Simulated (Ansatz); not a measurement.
The relaxed structure here is a generated cell of Mo2C: the first start was made by placing the elements on the sites of a structure type, and the end was not matched to a known phase here, so it may be hypothetical.

A relaxed cell of Mo2C (P6₂22 (No. 180)), relaxed on a k-mesh at least as fine as the one used below. Calculation: PBE (plane waves to 420 eV, PAW, scalar-relativistic; Ansatz, a program for electronic structure). Γ-centred k-mesh 8×8×5 on the run's cell (coarser than for final values), Fermi–Dirac smearing 0.05 eV.

```
CELL_PARAMETERS angstrom
      4.54374     0.00000     0.00000
     -2.27187     3.93499     0.00000
      0.00000     0.00000     6.25963
ATOMIC_POSITIONS crystal
  C  0.50000 0.00000 0.00000
  C  0.50000 0.50000 0.33333
  C  0.00000 0.50000 0.66667
  Mo 0.17609 0.35219 0.00000
  Mo 0.82391 0.17609 0.33333
  Mo 0.64781 0.82391 0.66667
  Mo 0.82391 0.64781 0.00000
  Mo 0.17609 0.82391 0.33333
  Mo 0.35219 0.17609 0.66667
```

The atoms are displaced along an unstable phonon of this cell by (Å):

```tsv
atom	ux	uy	uz
C1	0.150	0.000	0.000
C2	-0.075	-0.130	0.000
C3	-0.075	0.130	0.000
Mo4	-0.012	0.000	-0.002
Mo5	0.006	0.010	0.002
Mo6	0.006	-0.010	-0.002
Mo7	-0.012	0.000	0.002
Mo8	0.006	0.010	-0.002
Mo9	0.006	-0.010	0.002
```

Q: What forces (eV/Å) and pressure result?

A: 
```
atom     Fx     Fy    Fz
----  -----  -----  ----
C1     0.29   0.00  0.00
C2    -0.15  -0.25  0.00
C3    -0.15   0.25  0.00
Mo4   -0.21  -0.02  0.00
Mo5    0.12   0.17  0.00
Mo6    0.12  -0.17  0.00
Mo7   -0.21   0.02  0.00
Mo8    0.09   0.19  0.00
Mo9    0.09  -0.19  0.00
```

Pressure +0.6 GPa.

The undisplaced cell is probably no minimum: from this displacement the run went on to P3₂21 (No. 154), 0.63 eV/atom below it.

No spin polarisation in the result.
